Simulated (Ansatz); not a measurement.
Mg2Mn3InS8: what each run costs

Cell: 14 atoms, space group C2/m, a = 7.337 Å, b = 7.337 Å, c = 7.474 Å, α = 119.87°, β = 119.87°, γ = 60.56°.

All runs are DFT with Ansatz 0.2.0 on 1 thread of Arm Neoverse V1 (aarch64; 28 cores open to the job, memory cap 3.0 GiB, no GPU), a shared host.

(1) Rank the runs by wall time, shortest first.
A. single point, r2SCAN, collinear spin, 500 eV, 6×6×6 k-points, smearing 0.05 eV
B. single point, PBE, collinear spin, 420 eV, 6×6×6 k-points, smearing 0.05 eV
C. single point, PBE, collinear spin, 420 eV, 5×5×5 k-points, smearing 0.02 eV

## Answers

(1) C (5.8 min, 1.5 GiB), B (9.8 min, 2.1 GiB), A (22 min, 2.6 GiB).
